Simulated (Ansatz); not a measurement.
La2O3:
```
CELL_PARAMETERS angstrom
      3.93533     0.00000     0.00000
     -1.96766     3.40809     0.00000
      0.00000     0.00000     6.12550
ATOMIC_POSITIONS crystal
  La 0.66667 0.33333 0.75389
  La 0.33333 0.66667 0.24611
  O  0.66667 0.33333 0.35386
  O  0.33333 0.66667 0.64614
  O  0.00000 0.00000 0.00000
```

Cartesian axes are those of the cell as given.

Task: Give the high-frequency dielectric tensor and the Born effective charge tensors of the independent atoms from DFPT, r²SCAN in the plane-wave PAW code Ansatz.

Result: 
ε∞:
```
4.49  0.00  0.00
0.00  4.49  0.00
0.00  0.00  4.37
```
Z* of atom 1 (La), rows: field, columns: displacement, in e:
```
4.21  0.00  0.00
0.00  4.21  0.00
0.00  0.00  3.81
```
Z* of atom 3 (O), rows: field, columns: displacement, in e:
```
-2.86   0.00   0.00
 0.00  -2.86   0.00
 0.00   0.00  -2.53
```
Z* of atom 5 (O), rows: field, columns: displacement, in e:
```
-2.69   0.00   0.00
 0.00  -2.69   0.00
 0.00   0.00  -2.57
```

Static charges for comparison (Bader): La1 +2.09, O3 -1.37, O5 -1.44 e. Born charges measure polarisation by displacement and can exceed these by far.

Space group P-3m1 (La2O3 or Ni2Al3 type). Symmetry was held in the r²SCAN relaxation. Spin–orbit coupling is left out wherever it is not named.

Potentials: the earlier of the program's two PAW sets.
